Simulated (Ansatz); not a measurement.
# Ge: comparing deformations

All numbers below come from DFT PBEsol, scalar-relativistic, plane waves, PAW (Ansatz 0.2.0). Cutoff 420 eV, Γ-centred 14×14×14 k-points, Gaussian smearing of 0.15 eV. No spin polarisation. Energies are free energies at this smearing, counted from the undisturbed cell; pressure is positive in compression.

The starting cell (as given, not relaxed at this level; it stands at 0.7 GPa):

```yaml
crystal:
  lattice:
    - [0.00000, 2.82877, 2.82877]
    - [2.82877, 0.00000, 2.82877]
    - [2.82877, 2.82877, 0.00000]
  atoms:
    - { symbol: Ge, position: [0.50000, 0.50000, 0.50000] }
    - { symbol: Ge, position: [0.75000, 0.75000, 0.75000] }
```

The cell is strained by ε times a Voigt pattern (xx, yy, zz, yz, xz, xy; engineering shear) with fractional coordinates fixed. τ = (1/V0) dE/dε comes from the stress tensor. Of each scan, only the three points used here are listed.

| pattern | ε | τ (GPa) |
| --- | --- | --- |
| (1, 1, 0, 0, 0, 0) | -0.0250 | -10.41 |
| (1, 1, 0, 0, 0, 0) | 0.0000 | -1.35 |
| (1, 1, 0, 0, 0, 0) | 0.0250 | 6.03 |
| (0, 0, 1, 0, 0, 0) | -0.0250 | -3.72 |
| (0, 0, 1, 0, 0, 0) | 0.0000 | -0.67 |
| (0, 0, 1, 0, 0, 0) | 0.0250 | 2.14 |
| (0, 0, 0, 0, 0, 1) | -0.0050 | -0.42 |
| (0, 0, 0, 0, 0, 1) | 0.0000 | 0.00 |
| (0, 0, 0, 0, 0, 1) | 0.0025 | 0.21 |

Question: Which constants do the scans give, and which deformation costs least for the same size of strain tensor?

Answer: The slope dτ/dε at zero (parabola through three points) is pᵀCp: (1, 1, 0, 0, 0, 0) gives 2(C11 + C12) = 329 GPa; (0, 0, 1, 0, 0, 0) gives C11 = 117 GPa; (0, 0, 0, 0, 0, 1) gives C44 = 83 GPa. The size of the strain tensor, ε:ε, is ε² times 2.0, 1.0, 0.5. Per unit of it the stiffnesses are 164, 117, 167 GPa, so (0, 0, 1, 0, 0, 0) is the softest of these: at ε:ε = (1 %)² the quadratic term costs 0.83 meV/atom against 1.18 for the stiffest. These are clamped-ion values.

Question: What else follows for this cubic crystal?

Answer: From the unrounded slopes C11 = 117.2 and C12 = 47.2 GPa, so B = (C11 + 2 C12)/3 = 71 GPa and the Poisson ratio for a pull along a cube edge is C12/(C11 + C12) = 0.29.

Question: How anisotropic is this cubic crystal?

Answer: Zener's ratio 2 C44/(C11 − C12) = 2.38 with clamped ions; it is 1 for an isotropic solid.

Forces appear on the atoms along this scan, and letting them relax would lower the energy and soften the response. In a metal these slopes depend on the k mesh and the smearing.

Cost: 33 runs of about 9.6 core-minutes in all, on Intel Xeon Processor @ 2.70GHz (shared hosts).